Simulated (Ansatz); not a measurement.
Sn(SbTe₂)₂ (space group R-3m)

```xyz
7
Lattice="2.1467 1.2394 13.4198 -2.1467 1.2394 13.4198 0.0000 -2.4788 13.4198" Properties=species:S:1:pos:R:3 pbc="T T T"
Sn     0.0000     0.0000     0.0000
Sb     0.0000     0.0000    23.0510
Sb     0.0000     0.0000    17.2086
Te     0.0000     0.0000    34.8065
Te     0.0000     0.0000     5.4531
Te     0.0000     0.0000    28.6944
Te     0.0000     0.0000    11.5651
```

The slice is a (0001) plane (indices of the conventional cell) through the point (0.573, 0.573, 0.573) (fractional), spanned by u = [1 0 -1] and v = [-1 2 -1] in vectors of this cell: u (4.29 Å) and v (7.44 Å, at 90° to u). It covers one period; positions are fractions (u, v).

Level of theory: LDA (plane waves to 420 eV, PAW, scalar-relativistic; Ansatz, a quantum-chemistry and plane-wave program). k mesh 9×9×9. These are valence fields of a PAW run, semicore shells included where kept as valence: close to a nucleus they are smooth pseudo fields. Sn(SbTe2)2 was relaxed with its symmetry unable to fall. Spin-orbit coupling is left out, though Sb and Te are heavy.

Task: Sketch the electron localisation function (ELF) on this plane as a map.

Result: 
```
v \ u  0.00  0.14  0.29  0.43  0.57  0.71  0.86
-----  ----  ----  ----  ----  ----  ----  ----
0.92   0.17  0.37  0.36  0.10  0.10  0.36  0.37
0.83   0.43  0.38  0.14  0.11  0.11  0.14  0.38
0.75   0.27  0.17  0.08  0.11  0.11  0.08  0.17
0.67   0.32  0.24  0.29  0.40  0.40  0.29  0.24
0.58   0.22  0.29  0.40  0.25  0.25  0.40  0.29
0.50   0.09  0.27  0.38     x     x  0.38  0.27
0.42   0.08  0.18  0.39  0.25  0.25  0.39  0.18
0.33   0.12  0.10  0.25  0.42  0.42  0.25  0.10
0.25   0.12  0.09  0.11  0.24  0.24  0.11  0.09
0.17   0.40  0.37  0.23  0.29  0.29  0.23  0.37
0.08   0.17  0.37  0.42  0.23  0.23  0.42  0.37
0.00      x  0.16  0.41  0.13  0.13  0.41  0.16
```

Values: electron localisation function (ELF). Points within 0.5 Å of a nucleus are blanked (x), as the pseudised field means little there.
